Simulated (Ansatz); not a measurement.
**Field gradients of Ga₂HCl₃ from run to run**

Cell of run 1: an entry of the Crystallography Open Database (COD; perhaps a calculated or model structure), atoms as given.

Space group P2_1/c (No. 14); a = 5.7300, b = 6.7870, c = 14.8478 Å, β = 104.57°.

```csv
site,Wyckoff,site symmetry,x,y,z
Ga1,4e,1,0.9346,0.7678,0.9183
Ga5,4e,1,0.6512,0.7314,0.6441
H,4e,1,0.8790,0.7970,0.9990
Cl13,4e,1,0.8054,0.4947,0.8424
Cl17,4e,1,0.3276,0.7671,0.9309
Cl21,4e,1,0.7925,0.0022,0.8148
```

One atom of each set is listed.

Relaxed positions (PBE, cell held):

Ga1 (0.9262, 0.7668, 0.9206)
Ga5 (0.6487, 0.6849, 0.6464)
H (0.8589, 0.7958, 0.0144)
Cl13 (0.8098, 0.4889, 0.8435)
Cl17 (0.3266, 0.7795, 0.9355)
Cl21 (0.7812, 0.9989, 0.8128)

All runs are DFT with Ansatz 0.2.0 (plane waves and PAW, scalar-relativistic unless spin–orbit coupling is named, Γ-centred meshes, Fermi–Dirac smearing where given) in this cell.

Run 1: PBE, atoms as given; 420 eV, 5×4×2 k-points, smearing 0.02 eV.
Run 2: PBE, atoms relaxed; 420 eV, 5×4×2 k-points, smearing 0.02 eV.
Run 3: r2SCAN, at the relaxed atoms; 500 eV, 5×4×2 k-points, smearing 0.02 eV.

```
run   Ga1 V_zz (η)  Cl13 V_zz (η)  Cl21 V_zz (η)
  1  -19.67 (0.05)   14.21 (0.09)   12.33 (0.14)
  2              ?              ?              ?
  3  -13.63 (0.12)   14.85 (0.20)   12.76 (0.25)
```

V_zz in 10²¹ V/m²; 3 of the 6 sets of like atoms are followed.

Question: Estimate the row of run 2.

Answer: Ga1: -13.07 (0.12); Cl13: 15.43 (0.20); Cl21: 13.17 (0.22). It lies nearest to run 3, from whose tensors on these sites it differs by 0.61 at most (largest principal value of the difference, on Cl13). Taken one at a time, the positions of the atoms (as given or relaxed) move the tensors on these sites by up to 6.61 (largest principal value of the change, on Ga1), the functional (r2SCAN with its higher cutoff) by 0.61 (Cl13).

The database positions were far from equilibrium, so the relaxed structure may not be the compound's real one. In run 1 the atoms aren't at the calculated equilibrium (largest force 5.1 eV/Å). The cell isn't the equilibrium one in run 1 (calculated pressure 4 GPa, with larger principal stresses), and the entry's cell may itself be off. Run 1: The database positions are far from the calculated equilibrium, so these values describe the entry as written and may be far from the real compound's.
